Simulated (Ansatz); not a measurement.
ScRu3: rattling a relaxed structure

It was relaxed at this level from a Materials Project cell.

Level of theory: DFT PBE, scalar-relativistic, plane waves, PAW in Ansatz. Plane waves to 420 eV, a k mesh through Γ of 12×12×12 on the computed 4-atom cell and Gaussian smearing (0.10 eV); collinear spin from starting moments 0.0 0.3 0.3 0.3 μB.

The cell below (4 atoms, space group Pm-3m (No. 221)) is relaxed within its symmetry.

```
CELL_PARAMETERS angstrom
3.92627 0.00000 0.00000
0.00000 3.92627 0.00000
0.00000 0.00000 3.92627
ATOMIC_POSITIONS crystal
Sc 0.00000 0.00000 0.00000
Ru 0.00000 0.50000 0.50000
Ru 0.50000 0.00000 0.50000
Ru 0.50000 0.50000 0.00000
```

For the test a repeat of it with 8 atoms (edges 3.93, 3.93, 7.85 Å) was strained at random (σ = 1.5 % a component), the atoms were moved at random (σ = 0.15 Å), and all was relaxed again on a coarse 6×6×4 mesh (in the run’s order of axes) with 0.20 eV smearing, with no symmetry imposed.

Problem. Is the structure stable against such a distortion?

Solution. It returns, within 1 meV/atom of the unmoved cell on that mesh and with the same symmetry when read at 0.1 Å (P4/mmm at 0.01 Å, so small strains and shifts remain). So it is stable against the distortions that fit this cell and that this random move excites. Modes that don't fit the cell aren't tested.
